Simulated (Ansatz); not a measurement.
**La, first-principles data**

La:
```yaml
crystal:
  lattice:
    - [3.76443, 0.00000, 0.00000]
    - [-1.88222, 3.26009, 0.00000]
    - [0.00000, 0.00000, 12.09948]
  atoms:
    - { symbol: La, position: [0.00000, 0.00000, 0.00000] }
    - { symbol: La, position: [0.00000, 0.00000, 0.50000] }
    - { symbol: La, position: [0.33333, 0.66667, 0.25000] }
    - { symbol: La, position: [0.66667, 0.33333, 0.75000] }
```

Space group P6_3/mmc (No. 194), dhcp (α-La type); conventional cell a = b = 3.764 Å, c = 12.099 Å, α = β = 90.00°, γ = 120.00°.

Method: plane-wave PAW PBE (Ansatz code). The cell and atoms are relaxed at this level. Other levels are named where they apply.

### Cell and energy

| Property | Value |
|---|---|
| Volume per atom | 37.12 Å³ |
| Density | 6.21 g/cm³ |

### Electronic structure

| Property | Result |
|---|---|
| Electronic character | metallic (no gap) |
| Density of states at the Fermi level | 1.8 states/eV per atom (mean over ±0.08 eV) |

### Mechanics

| Property | Value |
|---|---|
| Bulk modulus (Birch–Murnaghan fit) | 24.9 GPa |
| Pressure derivative B′ | 2.4 |
| Elastic constants (relaxed ions, GPa) | C11 = 48.7, C12 = 17.0, C13 = 10.2, C33 = 54.6, C44 = 14.6 |
| Mechanical stability | stable (all eigenvalues of C positive) |
| Hill bulk and shear moduli | 25.2 and 16.5 GPa |
| Young's modulus | 40.6 GPa |
| Poisson's ratio | 0.23 |
| Debye temperature from the elastic constants | 161 K |

Symmetry was held in the PBE relaxation. As this level gives no gap, shear constants depend on the k-mesh and smearing (Fermi–Dirac, 0.1 eV here). Axis ratios of metals converge slowly with the k-mesh, so a and c are less sure than the volume. Spin–orbit coupling is left out wherever it is not named.

Potentials: the later of the program's two PAW sets.
